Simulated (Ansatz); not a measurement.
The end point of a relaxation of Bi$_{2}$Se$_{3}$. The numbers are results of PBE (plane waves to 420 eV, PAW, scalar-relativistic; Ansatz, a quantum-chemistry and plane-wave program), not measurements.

```
CELL_PARAMETERS angstrom
      2.08397     1.20318     9.32321
     -2.08397     1.20318     9.32321
      0.00000    -2.40636     9.32321
ATOMIC_POSITIONS crystal
  Se 0.50000 0.50000 0.50000
  Bi 0.71265 0.71265 0.71265
  Se 0.10513 0.10513 0.10513
  Bi 0.28735 0.28735 0.28735
  Se 0.89487 0.89487 0.89487
```

Question: Find the space group and the Wyckoff positions (tolerance 0.01 Å).

Answer: Space group R-3m, hexagonal axes (No. 166); a = 4.1679 Å, b = 4.1679 Å, c = 27.9696 Å, α = 90.00°, β = 90.00°, γ = 120.00°

```csv
atom,site,symmetry,x,y,z
Se,3b,-3m,0.0000,0.0000,0.5000
Bi,6c,3m,0.0000,0.0000,0.2874
Se,6c,3m,0.0000,0.0000,0.1051
```

Question: Give the shortest distances between elements (the closest pairs, up to four, under 3.6 Å).

Answer: Bi–Se 2.92 Å; Se–Se 2.96 Å; Bi–Bi 3.52 Å.

```yaml
volume_per_atom: 28.05 Å³
band_gap: no gap (metallic)
```

No spin polarisation in the result.

The run could not lose the symmetry of its start.

It was reached from a disturbed copy of a R-3m (No. 166) cell (AFLOW prototype A2B3_hR5_166_c_ac (C33, as in Bi2Te3)), against which it lies +0.44 eV/atom.

The first start was generated by placing the elements on the sites of a structure type. A measured structure of Bi2Se3 has the same space group, R-3m (No. 166); the sites were not compared with it.
